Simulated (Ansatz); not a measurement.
Simulated powder pattern, Cu Kα, λ = 1.54184 Å (kinematic, ideal powder, no thermal factors, no anomalous dispersion; the 30 strongest lines at most, above 1 %, up to 2θ = 90°):

| 2θ (°) | d (Å) | I/Imax (%) |
|---|---|---|
| 16.48 | 5.379 | 100 |
| 19.16 | 4.632 | 42 |
| 20.20 | 4.396 | 22 |
| 26.13 | 3.410 | 73 |
| 26.99 | 3.303 | 12 |
| 29.73 | 3.006 | 14 |
| 30.36 | 2.944 | 22 |
| 31.76 | 2.818 | 21 |
| 31.99 | 2.798 | 38 |
| 33.23 | 2.696 | 29 |
| 33.32 | 2.689 | 51 |
| 38.91 | 2.315 | 35 |
| 40.97 | 2.203 | 8.4 |
| 41.05 | 2.199 | 13 |
| 45.57 | 1.991 | 21 |
| 46.56 | 1.950 | 12 |
| 47.16 | 1.927 | 36 |
| 48.17 | 1.889 | 13 |
| 48.38 | 1.882 | 12 |
| 49.42 | 1.844 | 7.5 |
| 55.65 | 1.652 | 7.1 |
| 56.82 | 1.620 | 14 |
| 56.86 | 1.619 | 9.3 |
| 58.40 | 1.580 | 11 |
| 59.90 | 1.544 | 7.5 |
| 61.71 | 1.503 | 8.0 |
| 61.99 | 1.497 | 13 |
| 62.95 | 1.477 | 7.5 |
| 63.49 | 1.465 | 13 |
| 66.93 | 1.398 | 6.7 |

The pattern belongs to a structure relaxed with the program Ansatz at the PBE level (PAW).

Q: Pick the material that matches.
(A) HfO2, fluorite
(B) B2CO, chalcopyrite
(C) ZnO, Pm-3n (Zn on 6c, O on 6d)
(D) In2O3, C2/c (In on 8f, O on 8f, O on 4e)

A: D, In2O3, C2/c (In on 8f, O on 8f, O on 4e)

Q: Give the lattice parameters.

A: a = 10.252 Å, b = 6.606 Å, c = 5.974 Å, β = 115.4°.

The start of the workflow was typed in or built on a structure type; neither database checked (COD, Materials Project) lists it. It is not the phase usual at ambient conditions (space group No. 206). The cell was relaxed with PBE under the symmetry of its start; its stability against distortions is not shown here.

Potentials: the earlier of the program's two PAW sets.
